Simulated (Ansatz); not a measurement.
## Ga: gradients before and after relaxing the atoms

Start: a structure deposited in the COD.

```cif
data_structure
_symmetry_space_group_name_H-M 'P 1'
_symmetry_Int_Tables_number 1
_cell_length_a 4.4483
_cell_length_b 4.4483
_cell_length_c 4.5240
_cell_angle_alpha 90.000
_cell_angle_beta 90.000
_cell_angle_gamma 118.885
_cell_volume 78.38
loop_
_atom_site_label
_atom_site_type_symbol
_atom_site_fract_x
_atom_site_fract_y
_atom_site_fract_z
_atom_site_occupancy
Ga1 Ga 0.84510 0.15490 0.08100 1
Ga2 Ga 0.65490 0.34510 0.58100 1
Ga3 Ga 0.15490 0.84510 0.91900 1
Ga4 Ga 0.34510 0.65490 0.41900 1
```

Sites (sets of like atoms) are named by element and the number of their first atom in this list.

All values are calculated (Ansatz; DFT, PBE, plane waves and PAW, scalar-relativistic, 420 eV cutoff, Γ-centred 9×9×7 k-points, Fermi–Dirac smearing 0.05 eV), not measured.

The largest force at the start is 0.11 eV/Å. Relaxing the ions at fixed cell moves them by 0.007 Å at most (atom 4, Ga) and 0.007 Å rms. End positions:

```
CELL_PARAMETERS angstrom
2.26150 -3.83050 0.00000
2.26150 3.83050 0.00000
0.00000 0.00000 4.52400
ATOMIC_POSITIONS crystal
Ga 0.84443 0.15557 0.08197
Ga 0.65557 0.34443 0.58197
Ga 0.15557 0.84443 0.91803
Ga 0.34443 0.65557 0.41803
```

```
site  atom  moved (Å)   first shell before    first shell after  V_zz before (10²¹ V/m²)  η before
  Ga     1      0.007  7 Ga at 2.48–2.79 Å  7 Ga at 2.50–2.79 Å                    -4.72      0.14
```

Problem. How do the gradients change?

Solution. 

```tsv
site	atom	V_zz after	η after	change of V_zz
Ga	1	-4.52	0.15	+0.20
```

The largest change of V_zz is on Ga, from -4.72 to -4.52.

With no gap above 0.1 eV, as in a metal, the gradients converge slowly in k; expect changes of a tenth or more on a denser mesh.
